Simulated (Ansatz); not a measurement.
LuSi$_{2}$Ni in space group Cmcm (No. 63; Lu on 4c, Si on 4c, Si on 4c, Ni on 4c), PBE (plane waves, PAW; program Ansatz), all energies at zero smearing, with the estimated change up to a 700 eV cutoff added, with one set of potentials and settings (totals compare only within such a set). Cell of 8 atoms (2 Lu, 4 Si, 2 Ni): -43693.757 eV.

```csv
element,reference phase,E (eV/atom)
Lu,"P6_3/mmc, 2 atoms in the cell",-14732.4262
Si,"Fd-3m, 2 atoms in the cell",-635.8096
Ni,"Fm-3m, 1 atoms in the cell, spin-polarised",-5839.7239
```

Formation energy per atom, worked out: (-43693.757 − 2×(-14732.4262) − 4×(-635.8096) − 2×(-5839.7239))/8 = -0.777 eV/atom (-75 kJ per mol of atoms), at 0 K, without zero-point energy or fitted corrections.

The first step of the workflow began from a Materials Project structure, measured or hypothetical; the Crystallography Open Database copy checked does not list it. Its standing as an ambient phase is unchecked. The PBE relaxation kept the symmetry of its start; whether a distortion lowers the energy is not shown. No spin polarisation was allowed. The references are the lowest solids computed at this level, not always the standard phases. Spin–orbit coupling is left out wherever it is not named.

Potentials: the later of the program's two PAW sets.
